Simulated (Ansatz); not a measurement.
# Trial structures of In3B2As: starts and ends

Theory: Ansatz 0.2.0, DFT PBE, scalar-relativistic, plane waves, PAW. All cells share a 420 eV cutoff and Γ-centred k meshes spaced at most about 0.3 Å⁻¹ (about 0.25 or finer for metals, 2π included). No spin polarisation in the final relaxations.

Each guess was relaxed in cell and atoms at zero pressure, within the symmetry of its start. These are static total energies at zero pressure. Coordination counts As or B atoms around In (for each partner element, those within 1.25 times its shortest distance or 1.15 times the sum of covalent radii, where it is the nearest in units of that sum or under 1.3; a plus sign parts groups by distance over the sum of covalent radii; the shortest distance is added where it exceeds 1.18 times the sum of covalent radii; a slash parts the counts of unlike sites).

| guess | made from | start group | V start (Å³/atom) | end group | V end (Å³/atom) | coordination at the end | gap on mesh (eV) | E over the lowest end (meV/atom) |
| --- | --- | --- | --- | --- | --- | --- | --- | --- |
| 1 | random cell | P6/mmm | 18.5 | ? | ? | ? | ? | ? |
| 2 | NaFe2O3 type | P-3m1 | 17.2 | P-3m1 | 18.2 | In 6 | 0 | 0 |
| 3 | NdGa2Pt3 type | P6/mmm | 18.3 | P6/mmm | 20.1 | In 4 | 0 | 200 |
| 4 | random cell | R-3m | 22.6 | R-3m | 37.1 | In 2+2 | 0 | 198 |
| 5 | Sr2AlGa3 type | P-6m2 | 23.1 | P-6m2 | 21.2 | In 2/3/6 from 3.0 Å | 0 | 281 |

Guess 1 as it starts:

```
In B As
1.0
     4.47743    0.00000    0.00000
    -2.23872    3.87757    0.00000
     0.00000    0.00000    6.38244
In B As
3 2 1
Cartesian
  0.0000 2.5850 3.1912
  2.2387 1.2925 3.1912
  0.0000 0.0000 0.0000
  0.0000 2.5850 0.0000
  2.2387 1.2925 0.0000
  0.0000 0.0000 3.1912
```

**Question.** Fill in the missing row: what does this guess relax into, and where does it rank?

**Answer.** It ends in space group P6/mmm (No. 191), with a = 5.116 Å, c = 5.144 Å, 19.4 Å³/atom and no gap. It lies 0.33 eV/atom over the lowest end, above guess 5 and so the highest of the set. Counting As or B atoms around In, this end has In 2/5 and the lowest (guess 2) has In 6.

```
In B As
1.0
     5.11614    0.00000    0.00000
    -2.55807    4.43071    0.00000
     0.00000    0.00000    5.14354
In B As
3 2 1
Cartesian
  0.0000 2.9538 2.5718
  2.5581 1.4769 2.5718
  0.0000 0.0000 0.0000
  0.0000 2.9538 0.0000
  2.5581 1.4769 0.0000
  0.0000 0.0000 2.5718
```

The zero of energy is the elements' standard structures at the same level; no fitted shifts are applied.

**Question.** Is the lowest end bound against the elements?

**Answer.** No: its formation energy is +0.76 eV/atom. The separate elements lie lower, so it is unstable against them.

The k mesh leaves some 4 meV/atom of noise in the energy of each metallic cell. The reference form of As is held partly by dispersion forces, which this level lacks. Cells relaxed within their symmetry can be saddle points. A lower structure may well exist outside this small set. Some types were kept out of the candidates beforehand, so the set may lack a known form.
